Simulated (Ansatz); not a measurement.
Computed with DFT PBE, scalar-relativistic, plane waves, PAW in Ansatz 0.2.0. The final run on the 5-atom cell used 420 eV, a Γ-centred 8×8×8 mesh, 0.10 eV smearing and no spin polarisation.

Formation energies are uncorrected and refer to the elements' standard structures at the same level.

Question: Find a candidate cubic metal with formula TlVSe3, with a formation energy near −0.29 eV/atom and a density near 6.81 g/cm³, in a cell of 5 atoms. Its symmetry should be Pm-3m (No. 221).

Answer: TlVSe3, space group Pm-3m (No. 221). V is surrounded by 6 Se at 2.47 Å; Tl has 12 Se at 3.49 Å; Se has 2 V at 2.47 Å, 4 Tl at 3.49 Å and 8 Se at 3.49 Å.

```
V Tl Se
1.0
     4.93328    0.00000    0.00000
     0.00000    4.93328    0.00000
     0.00000    0.00000    4.93328
V Tl Se
1 1 3
Direct
  0.00000 0.00000 0.00000
  0.50000 0.50000 0.50000
  0.50000 0.00000 0.00000
  0.00000 0.50000 0.00000
  0.00000 0.00000 0.50000
```

| Property | Result |
| --- | --- |
| Volume per atom | 24.01 Å³ |
| Density | 6.81 g/cm³ |
| Energy over the elements | −0.29 eV/atom |
| Gap on the 8×8×8 mesh of the 5-atom cell | 0 eV (a metal) |

The structure comes from a generated guess, relaxed at this level; another structure or a mixture of phases may lie lower. The answer needn't be unique; the calculation gave this one.

These runs have no spin–orbit coupling, which can matter for Tl. No Hubbard U is applied to the 3d shell of V. The reference form of Se is held partly by dispersion forces, which this level lacks. Trial moments died out on the coarse mesh, so the last step has no spin; another magnetic start might hold. Symmetry constrained the relaxation, so the result can be a saddle point.
